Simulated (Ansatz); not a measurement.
**Structures of Mg3GePd: which is lowest?**

Plane-wave DFT in Ansatz with scalar-relativistic PAW potentials, cutoff 420 eV, Γ-centred meshes chosen by cell and gap, Gaussian smearing with energies taken to zero width. Every cell was relaxed (cell and atoms) in a run of its own, within the symmetry of its start. Functional: PBE.

Relaxed structures (starts from databases or built by putting these elements on another compound's sites):
A. Pm-3m, 5 atoms in the computed cell, a = 4.933 Å; sites (symmetry × multiplicity) Mg 4/mm.m × 3, Ge m-3m × 1, Pd m-3m × 1; start: built
B. Amm2, 5 atoms in the computed cell, a = 4.415 Å, b = 4.545 Å, c = 9.876 Å; sites (symmetry × multiplicity) Mg mm2 × 2 + mm2 × 2 + mm2 × 2, Ge mm2 × 2, Pd mm2 × 2; start: built
C. P6_3/mmc, 10 atoms in the computed cell, a = 6.922 Å, c = 5.166 Å; sites (symmetry × multiplicity) Mg mm2 × 6, Ge -6m2 × 2, Pd -3m. × 2; start: built

Problem. Rank them by energy. Could pressure change the order?

Solution.
```csv
structure,group,E − E(lowest) (meV/atom),V (Å³/atom),gap on mesh (eV)
B,Amm2,0.0,19.81,0.00
C,P6_3/mmc,218,21.44,0.00
A,Pm-3m,369,24.02,0.00
```

B is lowest, 218 meV/atom under C. The lowest is also the densest of these, so pressure wouldn't bring one of the others in at first order. Other structures may lie lower than all of these, and vibrations aren't counted.